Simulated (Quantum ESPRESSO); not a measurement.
Band energies of CdClOH monolayer

```xyz
4
Lattice="3.6460 0.0000 0.0000 -1.8230 3.1575 0.0000 0.0000 0.0000 16.5000" Properties=species:S:1:pos:R:3 pbc="T T T"
H      0.0000     0.0000     1.7542
O      0.0000     0.0000     0.7860
Cl     0.0000     2.1050    -1.7542
Cd     1.8230     1.0525    -0.2462
```

PBEsol (pw.x of Quantum ESPRESSO, ONCV potentials, scalar-relativistic); path ΓMKΓ; energies in eV from the valence-band maximum.

```csv
k (1/Å),point,band 13,band 14,band 15,band 16,band 17,band 18,band 19,band 20
0.00,Γ,-2.05,-1.09,-1.09,0.00,0.00,2.48,4.55,6.14
0.22,,-2.07,-1.30,-1.16,-0.33,-0.04,2.80,4.77,6.54
0.44,,-2.40,-1.55,-1.37,-0.90,-0.12,3.54,5.28,7.24
0.66,,-2.96,-2.06,-1.65,-0.93,-0.16,4.42,5.70,7.43
0.88,,-3.36,-2.49,-1.85,-0.78,-0.17,5.07,6.04,7.28
0.99,M,-3.42,-2.55,-1.88,-0.76,-0.18,5.14,6.23,7.08
1.11,,-3.42,-2.53,-1.93,-0.75,-0.24,5.20,6.30,7.12
1.34,,-3.48,-2.45,-2.10,-1.02,-0.36,5.62,6.64,7.46
1.57,K,-3.55,-2.48,-2.01,-1.39,-0.32,5.93,6.88,7.99
1.76,,-3.44,-2.48,-1.97,-1.18,-0.37,5.68,6.46,8.12
1.95,,-3.11,-2.34,-1.78,-0.83,-0.51,4.95,6.01,8.19
2.14,,-2.67,-1.93,-1.57,-0.69,-0.46,4.09,5.63,7.77
2.34,,-2.25,-1.47,-1.40,-0.62,-0.20,3.33,5.14,7.14
2.53,,-2.06,-1.25,-1.15,-0.24,-0.04,2.73,4.72,6.45
2.72,Γ,-2.05,-1.09,-1.09,0.00,0.00,2.48,4.55,6.14
```

The PBEsol gap is direct, 2.48 eV at Γ.

Spin-orbit splittings are left out.

Geometry relaxed with PBEsol.

This is a model layer cut from the bulk structure; whether it is stable on its own was not checked.
